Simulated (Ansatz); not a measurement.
Profile along the Pd–Pd line in Pd (fcc, Cu type)

Pd (fcc, Cu type)

```xyz
1
Lattice="0.0000 1.9713 1.9713 1.9713 0.0000 1.9713 1.9713 1.9713 0.0000" Properties=species:S:1:pos:R:3 pbc="T T T"
Pd     0.0000     0.0000     0.0000
```

Fields along a shortest Pd–Pd line of a {100} plane (2.79 Å), from Pd to Pd, interpolated on the slice's grid (step about 0.1 Å). The numbers are results of PBE (plane waves to 420 eV, PAW, scalar-relativistic; Ansatz, a quantum-chemistry and plane-wave program), not measurements. k mesh 20×20×20. Inside the PAW spheres the values are not all-electron values, and peaks at nuclei hang on which shells count as valence. Pd is run without spin polarisation. Pd was relaxed with its symmetry unable to fall. The PAW data are Ansatz's earlier set.

| distance from Pd (Å) | valence electron density (e/Å³) | electron localisation function |
|---|---|---|
| 0.00 | 17.07 | x |
| 0.14 | 16.15 | x |
| 0.28 | 13.66 | x |
| 0.42 | 10.18 | x |
| 0.56 | 6.49 | 0.41 |
| 0.70 | 3.43 | 0.44 |
| 0.84 | 1.55 | 0.40 |
| 0.98 | 0.74 | 0.31 |
| 1.12 | 0.44 | 0.22 |
| 1.26 | 0.31 | 0.20 |
| 1.40 | 0.28 | 0.20 |
| 1.53 | 0.31 | 0.20 |
| 1.67 | 0.44 | 0.22 |
| 1.81 | 0.74 | 0.31 |
| 1.95 | 1.55 | 0.40 |
| 2.09 | 3.43 | 0.44 |
| 2.23 | 6.49 | 0.41 |
| 2.37 | 10.18 | x |
| 2.51 | 13.66 | x |
| 2.65 | 16.15 | x |
| 2.79 | 17.07 | x |

x: too close to a nucleus for the ELF to mean much.

Density on the Pd–Pd line (2.79 Å) at its midpoint: 0.28 e/Å³. ELF at that point: 0.20.
